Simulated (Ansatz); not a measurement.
CdS (zinc blende)

```xyz
2
Lattice="0.0000 2.9633 2.9633 2.9633 0.0000 2.9633 2.9633 2.9633 0.0000" Properties=species:S:1:pos:R:3 pbc="T T T"
S      4.4450     4.4450     4.4450
Cd     0.0000     0.0000     0.0000
```

The slice is a {100} plane (indices of the conventional cell) through the point (0.000, 0.000, 0.000) (fractional), spanned by u = [100] and v = [0 1 -1] in vectors of this cell: u (4.19 Å) and v (4.19 Å, at 90° to u). It covers one period; positions are fractions (u, v).

Calculation: PBE (plane waves to 420 eV, PAW, scalar-relativistic; Ansatz, an electronic-structure program). k mesh 10×10×10. Near the nuclei the fields are pseudised (PAW); where an atom keeps semicore shells as valence, they peak there. CdS was relaxed with its symmetry unable to fall.

Three fields on this plane, each scaled to ten steps between its own extremes (0 low, 9 high; the total valence density on a logarithmic scale, the potential cut 8 eV below its top; x marks points blanked near nuclei; v = 0 in the bottom row):

Map A
```
|xxxxxxxx98766666666666789xxxxxxx|
|xxxxxxxx98766666666666789xxxxxxx|
|xxxxxxxx87766655555666778xxxxxxx|
|xxxxxxx9876655555555566789xxxxxx|
|xxxxxx987665555555555566789xxxxx|
|xxxxx98766554444444445566789xxxx|
|xxxx9877655444444444445567789xxx|
|99988766554433333333344556678899|
|88877665543333222223333455667788|
|77776655433322222222233345566777|
|76666554433221111111223344556666|
|66665544332211111111122334455666|
|66665544332111000001112334455666|
|66655544322110000000112234455566|
|66655544322110000000112234455566|
|66655544322110000000112234455566|
|66655544322110000000112234455566|
|66655544322110000000112234455566|
|66665544332111000001112334455666|
|66665544332211111111122334455666|
|76666554433221111111223344556666|
|77776655433322222222233345566777|
|88877665543333222223333455667788|
|99988766554433333333344556678899|
|xxxx9877655444444444445567789xxx|
|xxxxx98766554444444445566789xxxx|
|xxxxxx987665555555555566789xxxxx|
|xxxxxxx9876655555555566789xxxxxx|
|xxxxxxxx87766655555666778xxxxxxx|
|xxxxxxxx98766666666666789xxxxxxx|
|xxxxxxxx98766666666666789xxxxxxx|
|xxxxxxxx98776666666667789xxxxxxx|
```

Map B
```
|xxxxxxxx01457788888775410xxxxxxx|
|xxxxxxxx01467788888776410xxxxxxx|
|xxxxxxxx02567888888876520xxxxxxx|
|xxxxxxx0035678888888765300xxxxxx|
|xxxxxx002467888888888764200xxxxx|
|xxxxx00145678889998887654100xxxx|
|xxxx0013567889999999887653100xxx|
|00000245678889999999888765420000|
|11123456788899999999988876543211|
|44455667888999999999998887665544|
|55666778889999999999999888776665|
|77777888899999999999999988887777|
|77788889999999999999999999888877|
|88888889999999999999999999888888|
|88888899999999999999999999988888|
|88888899999999999999999999988888|
|88888899999999999999999999988888|
|88888889999999999999999999888888|
|77788889999999999999999999888877|
|77777888899999999999999988887777|
|55666778889999999999999888776665|
|44455667888999999999998887665544|
|11123456788899999999988876543211|
|00000245678889999999888765420000|
|xxxx0013567889999999887653100xxx|
|xxxxx00145678889998887654100xxxx|
|xxxxxx002467888888888764200xxxxx|
|xxxxxxx0035678888888765300xxxxxx|
|xxxxxxxx02567888888876520xxxxxxx|
|xxxxxxxx01467788888776410xxxxxxx|
|xxxxxxxx01457788888775410xxxxxxx|
|xxxxxxxx01457788888775410xxxxxxx|
```

Map C
```
|xxxxxxxx87532111111123578xxxxxxx|
|xxxxxxxx87532111111123578xxxxxxx|
|xxxxxxxx86532111111123568xxxxxxx|
|xxxxxxx9864321111111234689xxxxxx|
|xxxxxx997543211111112345799xxxxx|
|xxxxx99865322111111122356899xxxx|
|xxxx9986543211111111123456899xxx|
|88888765432211100011122345678888|
|77766554322111000001112234556677|
|55554433221110000000111223344555|
|33333322211100000000011122233333|
|22222221111000000000001111222222|
|11111111110000000000000111111111|
|11111111100000000000000011111111|
|11111111000000000000000001111111|
|11111111000000000000000001111111|
|11111111000000000000000001111111|
|11111111100000000000000011111111|
|11111111110000000000000111111111|
|22222221111000000000001111222222|
|33333322211100000000011122233333|
|55554433221110000000111223344555|
|77766554322111000001112234556677|
|88888765432211100011122345678888|
|xxxx9986543211111111123456899xxx|
|xxxxx99865322111111122356899xxxx|
|xxxxxx997543211111112345799xxxxx|
|xxxxxxx9864321111111234689xxxxxx|
|xxxxxxxx86532111111123568xxxxxxx|
|xxxxxxxx87532111111123578xxxxxxx|
|xxxxxxxx87532111111123578xxxxxxx|
|xxxxxxxx87532111111123578xxxxxxx|
```

### Question
Assign the maps to these fields: density of the lowest conduction band (whole band as if filled, smooth part); valence electron density; electrostatic potential energy of an electron, from the cell's mean.

### Answer
A is the valence electron density; B is the electrostatic potential energy of an electron, from the cell's mean; C is the density of the lowest conduction band (whole band as if filled, smooth part).
